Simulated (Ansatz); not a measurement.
The relaxed structure here is a generated cell of VSi2: the first start was made by placing the elements on the sites of a structure type, and the end was not matched to a known phase here, so it may be hypothetical.

One starting cell of VSi₂ (a generated cell, VSi2 placed in the AlB2 structure type) was relaxed twice with Ansatz (plane waves, PAW, scalar-relativistic): with r2SCAN at 500 eV and with PBE at 420 eV. The r2SCAN result:

Space group P6/mmm (No. 191); a = 4.223 Å, b = 4.223 Å, c = 2.475 Å, α = 90.00°, β = 90.00°, γ = 120.00°

```csv
atom,site,symmetry,x,y,z
V,1a,6/mmm,0.0000,0.0000,0.0000
Si,2d,-6m2,0.3333,0.6667,0.5000
```

| quantity | r2SCAN | PBE |
|---|---|---|
| space group | P6/mmm | P6/mmm |
| volume (Å³/atom) | 12.74 | … |
| a (Å) | 4.223 | … |
| c (Å) | 2.475 | … |
| gap (eV, no spin-orbit coupling) | 0.00 | … |

Question: Fill in the PBE column.

Answer: 
- volume (Å³/atom), PBE: 13.08
- a (Å), PBE: 4.267
- c (Å), PBE: 2.489
- gap (eV, no spin-orbit coupling), PBE: 0.00

Both levels end in the same structure; PBE's volume is 2.7 % larger. Neither column is exact.

No spin polarisation in the result. The relaxed primitive cell holds an odd number of electrons. A magnetic state may lie lower.

The run could not lose the symmetry of its start: the end is stationary, and may be a saddle point rather than a minimum.

All atoms sit on sites fixed by symmetry, so only the cell could relax.

Ansatz is a first-principles code.
